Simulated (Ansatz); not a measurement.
ZrO2:
```cif
data_O4Zr2
_chemical_formula_sum 'Zr2 O4'
_space_group_name_H-M_alt 'P42/nmc :1'
_space_group_IT_number 137
_space_group_name_Hall 'P 4n 2n -1n'
_cell_length_a 3.58447
_cell_length_b 3.58447
_cell_length_c 5.17879
_cell_angle_alpha 90.000
_cell_angle_beta 90.000
_cell_angle_gamma 90.000
loop_
_space_group_symop_operation_xyz
  'x, y, z'
  '-y+1/2, x+1/2, z+1/2'
  '-x, -y, z'
  'y+1/2, -x+1/2, z+1/2'
  'x+1/2, -y+1/2, -z+1/2'
  '-y, -x, -z'
  '-x+1/2, y+1/2, -z+1/2'
  'y, x, -z'
  '-x+1/2, -y+1/2, -z+1/2'
  'y, -x, -z'
  'x+1/2, y+1/2, -z+1/2'
  '-y, x, -z'
  '-x, y, z'
  'y+1/2, x+1/2, z+1/2'
  'x, -y, z'
  '-y+1/2, -x+1/2, z+1/2'
loop_
_atom_site_label
_atom_site_type_symbol
_atom_site_symmetry_multiplicity
_atom_site_Wyckoff_symbol
_atom_site_fract_x
_atom_site_fract_y
_atom_site_fract_z
_atom_site_occupancy
Zr1 Zr 2 a 0.00000 0.00000 0.00000 1
O1 O 4 d 0.50000 0.00000 0.20115 1
```

Relaxed with PBEsol. The program Ansatz at the PBEsol level (PAW) gives a gap of 4.00 eV.

Question: What gap does HSE06 give on the same cell (Ansatz, PAW)?

Answer: 5.73 eV, 1.73 eV more. The hybrid was solved on a coarser mesh and at special points; its gap is the smallest among all of these.

```
k  v1 PBEsol  c1 PBEsol  v1 HSE06  c1 HSE06
-  ---------  ---------  --------  --------
Γ      -0.12       4.00     -0.09      5.73
Z      -0.03       4.58      0.00      6.36
M      -0.34       5.16       ___       ___
A      -0.05       5.19       ___       ___
R      -0.90       4.55       ___       ___
X      -0.12       4.43       ___       ___
```

Question: Top valence (v1) and lowest conduction level (c1) in eV from each method's valence maximum (which need not be a listed point): supply the withheld HSE06 values.

Answer: 
- M, v1 HSE06: -0.33
- M, c1 HSE06: 6.94
- A, v1 HSE06: -0.02
- A, c1 HSE06: 7.00
- R, v1 HSE06: -0.97
- R, c1 HSE06: 6.30
- X, v1 HSE06: -0.13
- X, c1 HSE06: 6.16

Cost on shared cores: the PBEsol run (SCF on a 8×8×6 mesh, then bands and DOS) around 40 core-seconds (rough), the HSE06 run (SCF on 5×5×3, then a few points) roughly 120 core-seconds; the tasks are unlike.

Space group P4_2/nmc. This is a known high-temperature phase of the composition, computed here at zero pressure and temperature. The cell was relaxed with PBEsol under the symmetry of its start; its stability against distortions is not shown here. No spin polarisation was allowed. Spin–orbit coupling is left out wherever it is not named.

Potentials: the earlier of the program's two PAW sets.
